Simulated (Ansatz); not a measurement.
**RbTbS2 in the NaFeO2-type structure**

Level of theory: DFT, PBEsol, scalar-relativistic, collinear spin; plane waves to 420 eV with PAW datasets (Ansatz 0.2.0), 10×10×10 k-mesh, Gaussian smearing of 0.05 eV. The datasets are Ansatz's generated set soft_2.

```cif
data_structure
_symmetry_space_group_name_H-M 'P 1'
_symmetry_Int_Tables_number 1
_cell_length_a 7.8966
_cell_length_b 7.8966
_cell_length_c 7.8966
_cell_angle_alpha 29.639
_cell_angle_beta 29.639
_cell_angle_gamma 29.639
_cell_volume 106.61
loop_
_atom_site_label
_atom_site_type_symbol
_atom_site_fract_x
_atom_site_fract_y
_atom_site_fract_z
_atom_site_occupancy
Rb1 Rb 0.50000 0.50000 0.50000 1
Tb1 Tb 0.00000 0.00000 0.00000 1
S1 S 0.26889 0.26889 0.26889 1
S2 S 0.73111 0.73111 0.73111 1
```

The start was a prototype's sites filled with these elements; the Crystallography Open Database holds the compound in this structure.

Magnetic state: ferromagnetic, site spin moments Tb 5.86 μB.

The cell is relaxed to zero pressure at this level.

Path: Γ–T–H2 | H0–L–Γ–S0 | S2–F–Γ, with Γ = (0.000, 0.000, 0.000), T = (0.500, 0.500, 0.500), H2 = (0.817, 0.183, 0.500), H0 = (0.500, -0.183, 0.183), L = (0.500, 0.000, 0.000), S0 = (0.341, -0.341, 0.000), S2 = (0.659, 0.000, 0.341), F = (0.500, 0.000, 0.500) in reciprocal vectors of the calculation's cell.

**Question.** Is it a metal or an insulator, and if it has a gap, where are the band edges on this path?

**Answer.** An insulator with a gap of 0.20 eV on the path, the valence band topping between H0 and L and the conduction band bottoming at L; the smallest direct gap is 0.20 eV.

Bands as a text map, energy in eV from the Fermi level (dashes), each leg drawn with the same width, + spin up, o spin down, # both:
```
  2.86 |oooo###o#o  o+ooooo         #+oooo#o#oooo          +o#o
  2.57 |+++#++++oooo#o  ++ o        +#+++#+++++++o          #o+
  2.29 |###+++++++#+ +++  + o      oo+###++      +o        o ##
  2.00 |+        ++ +      + o    o + +++         +o      o++ +
  1.71 |                    ++oooo++               +o    o+    
  1.43 |                      ++++                  +o  o      
  1.14 |                                             +oo++     
  0.86 |                                              ++       
  0.57 |ooooooooooooooooooooooooooooooooooooooooooooooooooooooo
  0.29 |    oooooooooooooooooooooooooo   oooooooooooooooooooo  
  0.00 |-----------oooooooooooooooo--------oooooooooooooooo----
 -0.29 |ooooooooooo                oooooooo                oooo
 -0.57 |                                                       
 -0.86 |                                                       
 -1.14 |+++++++++                    ++++                    ++
 -1.43 |###     +++                +++###++                +++#
 -1.71 |oo ##oooo###+             +#o#ooo###+        ++++++#ooo
 -2.00 |  oo ++ +oo+o+    ##++####o  o   oo+o#     ###ooo#o +  
 -2.29 |    oo +o #o#o####oo#####   #     +o  ##### #       o  
 -2.57 |      oo   ###############o#      o###########ooooo#   
 -2.86 |oo#########++#   o#+++++  #####o### #o    #######+#+##o
 -3.14 |++      #     ###+ oo####oo##+++++##########++  +####++
 -3.43 |+++++++++##########++++++++++++++++#+++##++++++++++++++
 -3.71 |     ####+ +##   ##o      ###     # ###  #o       ##o  
 -4.00 |ooo##              +##oo##   #ooo#        +#     #  +#o
 -4.29 |++++++++++++++++++++++++++++++++++++++++++++#####++++++
 -4.57 |+++++++++++++++++++++++++++++++++++++++++++++++++++++++
 -4.86 |                                                       
        Γ      T      HH       L       Γ       SS      F      Γ
```

Formal charges Rb⁺, Tb³⁺, S²⁻ leave Tb³⁺ with an open 4f⁸ shell. A part-filled shell gives a gap only if something splits it: here exchange and the crystal field leave a filled sub-band, and the gap is 0.20 eV.

Semilocal functionals without a U place occupied f levels too high and empty ones too low, so gaps that touch them come out too small. No spin–orbit coupling, a notable omission for heavy elements. The run wasn't fully tested for a lower electronic state. Site moments are of spin, integrated over atomic spheres. Only parallel moments were tried, so the real magnetic order may be another.

The state of the open shells isn't shown to be the lowest, and forces and pressures are less sure for it.
